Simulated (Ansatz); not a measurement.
## Relaxing Sn2C in the fluorite type

First guess:

```xyz
3
Lattice="0.0000 2.9182 2.9182 2.9182 0.0000 2.9182 2.9182 2.9182 0.0000" Properties=species:S:1:pos:R:3 pbc="T T T"
C     0.0000    0.0000    0.0000
Sn    1.4591    1.4591    1.4591
Sn    4.3773    4.3773    4.3773
```

The calculation used Ansatz 0.2.0, DFT, PBE, PAW with Ansatz's default frozen-core files, scalar-relativistic.

Cell and atoms relax within the symmetry of the start on a 11×11×11 k mesh with 0.05 eV Fermi–Dirac smearing.

The start is built from a prototype, known or not as a phase of this compound; the cutoff is 420 eV.

No spin–orbit coupling, which matters for the heavy atoms here.

(1) What is the pressure of the first guess?

(2) What does it relax to?

(3) How much energy does the relaxation release?

Answers

(1) 27.7 GPa.

(2) a = 6.365 Å, b = 6.365 Å, c = 6.365 Å, α = 90.00°, β = 90.00°, γ = 90.00° (conventional cell), 21.48 Å³ per atom:
```
CELL_PARAMETERS angstrom
0.00000 3.18226 3.18226
3.18226 0.00000 3.18226
3.18226 3.18226 0.00000
ATOMIC_POSITIONS crystal
C 0.00000 0.00000 0.00000
Sn 0.25000 0.25000 0.25000
Sn 0.75000 0.75000 0.75000
```

(3) 340 meV/atom.
